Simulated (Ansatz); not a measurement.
# ZnS: field gradients at two levels of theory

Cell: a structure deposited in the COD whose atoms were relaxed with PBE, the cell held.

Space group P6_3mc (No. 186); a = 3.8120, c = 18.6900 Å, γ = 120.00°.

```
site  Wyckoff  site symmetry       x       y       z
 Zn1       2a            3m.  0.0000  0.0000  0.0000
 Zn3       2b            3m.  0.3333  0.6667  0.1667
 Zn5       2b            3m.  0.6667  0.3333  0.3333
  S7       2a            3m.  0.0000  0.0000  0.1251
  S9       2b            3m.  0.3333  0.6667  0.2917
 S11       2b            3m.  0.6667  0.3333  0.4582
```

One atom of each set is listed.

First run. Computed with Ansatz: DFT, PBE, plane waves and PAW, scalar-relativistic, 420 eV cutoff, Γ-centred 8×8×2 k-points, Fermi–Dirac smearing 0.02 eV.

```
site  V_zz (10²¹ V/m²)     η
 Zn1            -0.072  0.00
 Zn3             0.073  0.00
 Zn5             0.051  0.00
  S7              0.16  0.00
 S11             0.075  0.00
```

Second run. The same atoms and settings, except that the gradients are read without the response of the frozen cores to their surroundings (frozen_core: stored), which the first run includes.

Problem. Given the first result, estimate the second.

Solution. 

```csv
site,V_zz,η,change of V_zz
Zn1,-0.067,0.00,+0.01
Zn3,0.074,0.00,0.00
Zn5,0.049,0.00,0.00
S7,0.16,0.00,0.00
S11,0.073,0.00,0.00
```

No V_zz moves by more than 0.01. Sites with |V_zz| of 0.02 or less aren't listed.
